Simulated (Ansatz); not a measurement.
## Pressure gauges and gaskets: equation-of-state parameters at work

A short materials screen. Bulk modulus and its pressure derivative give the pressure that a small compression needs; a soft, simple solid makes a sensitive pressure gauge, a stiff one a good anvil or seat.

Si serves as the reference. Hydrostatic compression by 3 % of the volume (V₀/V = 1.0309), no change of phase.

### Data

Computed with Ansatz, a plane-wave PAW program. B₀, B₀′: r²SCAN, Birch–Murnaghan fit of energy against volume; volume per atom: r²SCAN, relaxed cell.

Model: linear estimate = B₀ × compression; P = (B₀/B₀′)[(V₀/V)^B₀′ − 1]; modulus under load = B₀ + B₀′P; relative pressure = P/P_ref.

| crystal | B₀ (GPa) | B₀′ | V (Å³/atom) | linear estimate (GPa) | Murnaghan pressure (GPa) | modulus there (GPa) | pressure (relative) |
|---|---|---|---|---|---|---|---|
| LaAuBi2 (P4/nmm, tP8) | 61.8 | 4.9 | 28.18 | 1.9 | 2.028 | 71.7 | 0.65 |
| Si (diamond type), reference | 96.8 | 4.2 | 20.17 | 2.9 | 3.142 | 110 | 1.00 |
| NbAu2 (P6/mmm, hP3) | 196 | 5.1 | 17.20 | 5.9 | 6.452 | 229 | 2.1 |
| LaTl (CsCl type) | 52.0 | 4.4 | 31.45 | 1.6 | 1.693 | 59.4 | 0.54 |

Runs started from generated or typed cells of the structure named: Si. Not checked to be the ambient phase: LaAuBi2 (P4/nmm, tP8); NbAu2 (P6/mmm, hP3); LaTl (CsCl type). Spin–orbit coupling is left out unless named.

### Worked example

Worked for NbAu2 (P6/mmm, hP3):

linear estimate: 196 × 3/100 = 5.9 GPa; P = (196/5.1) × (1.0309^5.1 − 1) = 6.452 GPa; modulus there: 196 + 5.1 × 6.452 = 229 GPa; relative pressure: 6.452/3.142 = 2.1.

### Result

Ranking by relative pressure, highest first: NbAu2 (P6/mmm, hP3) (2.1 ± 0.10), Si (1.00 ± 0.050), LaAuBi2 (P4/nmm, tP8) (0.65 ± 0.033), LaTl (CsCl type) (0.54 ± 0.027). The ± follows from allowances picked for this note (B₀ 5 %, B₀′ 0.4), carried to first order and added in quadrature, each row's own inputs moving alone; ≈ joins neighbours closer than their two ± added in quadrature.

### Caveats

B₀′ is the least certain number of such a fit, often by half a unit. Where several phases of a formula are at hand, those over 0.1 eV/atom above the lowest were not drawn (by r²SCAN where it compared them, else by the largest value; a layered or molecular lowest phase counts only with a dispersion term); other phases could lie lower still. Each row is the phase named, which need not be the stable one under ambient conditions. Rows were sampled with a lean to familiar crystals, related or not, whatever their agreement with measurement; tables with many equal figures were not kept. Limits of the draw: no layered crystals, B₀′ of 2 to 8; no unfamiliar magnets, and cubic perovskites only if shown or known to be stable. As a rule kept out of such tables: 4f compounds, open-shell compounds run without a Hubbard term, cells found unstable in the tests at hand, cells close to a higher symmetry, and runs set to a pressure or over 12 % in volume from the crystal's fullest run.
